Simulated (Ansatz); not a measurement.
Data:

Starting cell, TiSi2 (C49 type, space group Cmcm):

```xyz
6
Lattice="1.7731 -6.7817 0.0000 1.7731 6.7817 0.0000 0.0000 0.0000 3.5798" Properties=species:S:1:pos:R:3 pbc="T T T"
Si     1.7731    -5.9791     2.6849
Si     1.7731     5.9791     0.8950
Si     1.7731     3.3870     2.6849
Si     1.7731    -3.3870     0.8950
Ti     1.7731    -1.3996     2.6849
Ti     1.7731     1.3996     0.8950
```

Scan: atom 1 (Si, nearest neighbour Si at 2.404 Å; its periodic images, 3.5 Å or more away, move with it) is displaced along Cartesian [111], direction (0.577, 0.577, 0.577) in Cartesian axes, by s. The other atoms stay.

These are PBE (plane waves to 420 eV, PAW, scalar-relativistic; Ansatz, a program for electronic structure) values and carry that method's errors. k mesh 11×11×11 (Γ-centred), Fermi-Dirac smearing 0.05 eV. E stands for the smeared free energy. Left out: 1 of 11 points, with atoms too close for the PAW data. With partly filled bands, energies and forces of such displacements shift with the k mesh and the smearing. This is one of several known forms of TiSi2; the measured ambient cells at hand have space group No. 70. TiSi2 is run without spin polarisation. TiSi2 was relaxed with its symmetry unable to fall. The zero of ΔE is the undisplaced structure.

The scan covers s from -0.720 to 0.576 Å in 10 points.

Question: Is the energy the same for displacements of ±0.576 Å, and if not, which side lies higher?

Answer: Not even: the negative side lies higher at ±0.576 Å. With its periodic images moving along, the atom's site symmetry in this cell is mm2.

Question: What force acts on the atom along the line at s = -0.720 Å?

Answer: 12.1 eV/Å.

Question: What is the force constant k = d²E/ds² of this move at s = 0?

Answer: 10.1 eV/Å².

(A displaced cell: forces are minus the slopes of the energy, force constants its curvatures, and phonons follow from these.)
